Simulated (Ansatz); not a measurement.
How far is PAW off for HfC?

```yaml
crystal:
  lattice:
    - [0.00000, 2.31714, 2.31714]
    - [2.31714, 0.00000, 2.31714]
    - [2.31714, 2.31714, 0.00000]
  atoms:
    - { symbol: Hf, position: [0.00000, 0.00000, 0.00000] }
    - { symbol: C, position: [0.50000, 0.50000, 0.50000] }
```

Atoms are numbered in the order listed.

The conventional cell has a = 4.634 Å, b = 4.634 Å, c = 4.634 Å, α = 90.00°, β = 90.00°, γ = 90.00°. Around Hf (atom 1) lie 6 C at 2.32 Å. C (atom 2) has 6 Hf at 2.32 Å as nearest neighbours.

The cell is the one relaxed in the Materials Project (mp-21075), not relaxed further here; entries there can be hypothetical.

Spin–orbit coupling is left out, though it moves levels of the heavy atoms by tenths of an eV or more.

Levels of theory: DFT, LDA, PAW with Ansatz's default frozen-core files, scalar-relativistic (Ansatz 0.2.0); DFT, LDA, all-electron LAPW, scalar-relativistic (Ansatz 0.2.0).

For PAW: a Γ-centred 14×14×14 k mesh, Fermi–Dirac smearing of 0.05 eV, cutoff 420 eV, no spin polarisation; the PAW files were made with PBE, and the program remakes their frozen cores for this functional. LAPW targets a basis error of 0.5 meV/atom. The Ansatz runs share mesh, smearing and spin set-up. Plane-wave (PAW) pressures include the program's estimate of the Pulay term.

Stress and pressure are positive in compression.

Levels count from the Fermi level.

PAW results:

```json
{"quantity": "pressure (GPa)", "PAW": "-9.70"}
{"quantity": "highest filled level at X (eV)", "PAW": "-0.012"}
{"quantity": "lowest empty level at X (eV)", "PAW": "5.285"}
{"quantity": "highest filled level at Γ (eV)", "PAW": "-10.966"}
{"quantity": "lowest empty level at Γ (eV)", "PAW": "1.092"}
{"quantity": "highest filled level at L (eV)", "PAW": "-3.042"}
{"quantity": "lowest empty level at L (eV)", "PAW": "5.247"}
```

(1) What does LAPW (all electrons) give for the same quantities?

Answers

(1) 
```
                      quantity     LAPW
                pressure (GPa)    -9.62
highest filled level at X (eV)   -0.012
  lowest empty level at X (eV)    5.284
highest filled level at Γ (eV)  -10.960
  lowest empty level at Γ (eV)    1.096
highest filled level at L (eV)   -3.044
  lowest empty level at L (eV)    5.247
```
